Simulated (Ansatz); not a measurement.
Values for one crystal, relaxed and computed with plane-wave PAW r²SCAN (Ansatz code); other levels are named.

* **Volume per atom**: 37.70 Å³
* **Band gap**: 2.17 eV (indirect)
* **Electron effective mass with spin–orbit coupling**: 0.26, 0.26, 1.3 mₑ (principal values)
* **Hole effective mass, band 1 of 3 at the edge**: 0.96 along [100], 0.96 along [110], 0.67 along [111] (mₑ)
* **Conduction-band minimum**: at X (3 equivalent valleys)
* **HSE06 gap on the r²SCAN cell**: 2.49 eV
* **Hole effective mass, band 2 of 3 at the edge**: 0.96 along [100], 0.58 along [110], 0.67 along [111] (mₑ)

Task: Which of these materials gives this?
A) CuI, zinc blende
B) KI, rock salt
C) SrTe, rock salt
D) Si3N4, Fd-3m (Si on 16c, Si on 8b, N on 32e)

Result: C, SrTe, rock salt

Space group Fm-3m (rock salt). The cell was relaxed with r²SCAN under the symmetry of its start. Spin–orbit coupling is left out wherever it is not named.

Potentials: the later of the program's two PAW sets.
